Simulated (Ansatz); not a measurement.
Sheets of one type (M2XT2 MXene (fcc sites)-type), plane-wave PAW PBE (Ansatz code); HSE06 gaps on those cells.

| layer | a (Å) | thickness (Å) |
|---|---|---|
| Y2NTe2 | 3.655 | 7.16 |
| Ta2NTe2 | 3.452 | 6.14 |
| Nb2NTe2 | (withheld) | (withheld) |
| Ti2NTe2 | 3.313 | 6.20 |
| Hf2NTe2 | 3.496 | 6.49 |
| V2NTe2 | 3.259 | 5.87 |

Fill in the missing entries.


- Nb2NTe2, a (Å): 3.427
- Nb2NTe2, thickness (Å): 6.23

Began spin-polarised and lost the moments: Y2NTe2, M2XT2 MXene (fcc sites)-type layer; Ta2NTe2, M2XT2 MXene (fcc sites)-type layer; Nb2NTe2, M2XT2 MXene (fcc sites)-type layer; Ti2NTe2, M2XT2 MXene (fcc sites)-type layer; Hf2NTe2, M2XT2 MXene (fcc sites)-type layer; V2NTe2, M2XT2 MXene (fcc sites)-type layer. All cells were relaxed under the symmetry of their starts (and spin orders); stability against distortions was not tested throughout. Spin–orbit coupling is left out wherever it is not named. Constructed layers (a layer type filled with these elements): Y2NTe2, M2XT2 MXene (fcc sites)-type layer; Ta2NTe2, M2XT2 MXene (fcc sites)-type layer; Nb2NTe2, M2XT2 MXene (fcc sites)-type layer; Ti2NTe2, M2XT2 MXene (fcc sites)-type layer; Hf2NTe2, M2XT2 MXene (fcc sites)-type layer; V2NTe2, M2XT2 MXene (fcc sites)-type layer.

Potentials: the later of the program's two PAW sets.
